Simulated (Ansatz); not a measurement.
Data sheet: HgO (DFT)

HgO:
```
HgO
1.0
    0.00000     2.60493     2.60493
    2.60493     0.00000     2.60493
    2.60493     2.60493     0.00000
O Hg
1 1
Cartesian
  1.30246   1.30246   1.30246
  0.00000   0.00000   0.00000
```

Space group F-43m (No. 216), zinc blende; conventional cell a = 5.210 Å, b = 5.210 Å, c = 5.210 Å, α = 90.00°, β = 90.00°, γ = 90.00°.

Method: HSE06 in the plane-wave PAW code Ansatz. Structure relaxed to zero pressure with the same functional. Other levels are named where they apply.

### Cell and energy

```yaml
volume_per_atom: 17.68 Å³
density: 10.17 g/cm³
```

### Electronic structure

```yaml
electronic_character: no gap, with almost no states at the Fermi level (zero-gap or semimetallic)
```

### Mechanics

```yaml
Bulk modulus (Birch–Murnaghan fit): 97.8 GPa
Pressure derivative B′: 4.8
```

### Charges

```yaml
bader_charges: O -1.01, Hg +1.01 e
```

The cell is a constructed one: a structure type filled with these elements; neither database checked (COD, Materials Project) lists it. COD files the formula under space group No. 44, 62, so this cell is another polymorph or a model. Its standing as an ambient phase is unchecked. The cell was relaxed with HSE06 under the symmetry of its start; its stability against distortions is not shown here. The hybrid run found no gap, on a coarse k-mesh. Spin–orbit coupling is left out wherever it is not named.

Potentials: the later of the program's two PAW sets.
